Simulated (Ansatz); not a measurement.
**Ca: two-dimensional strain map**

The calculation used DFT PBEsol, scalar-relativistic, plane waves, PAW in Ansatz 0.2.0. The runs took a 420 eV cutoff, a Γ-centred 16×16×16 mesh and Gaussian smearing (0.15 eV). No spin polarisation. Energies are free energies at this smearing, counted from the undisturbed cell; pressure is positive in compression.

Zero of the scan (as given, not relaxed at this level; it stands at -1.5 GPa; this bcc form isn't the usual structure):

```
Ca
1.0
    -2.24000    2.24000    2.24000
     2.24000   -2.24000    2.24000
     2.24000    2.24000   -2.24000
Ca
1
Direct
  0.00000 0.00000 0.00000
```

The cell is strained by p along both x and y and by q along z, fractional coordinates fixed. Points are written (p, q).

Energy above the undisturbed cell in meV/atom (a dash: not computed):

| p \ q | -0.080 | -0.040 | 0.000 | 0.040 | 0.080 |
| --- | --- | --- | --- | --- | --- |
| -0.080 | 22.4 | -1.0 | -16.5 | -25.4 | -28.1 |
| -0.040 | ? | -22.9 | ? | -16.3 | ? |
| 0.000 | ? | -14.6 | 0.0 | 19.8 | 43.7 |
| 0.040 | 0.9 | 19.6 | 45.7 | 76.8 | 111.4 |
| 0.080 | 48.2 | 75.6 | 110.7 | 150.7 | 193.9 |

(1) Fill in the withheld energies.

Results:

(1) (-0.040, -0.080): -16.0; (-0.040, 0.000): -22.5; (-0.040, 0.080): -5.0; (0.000, -0.080): -22.0.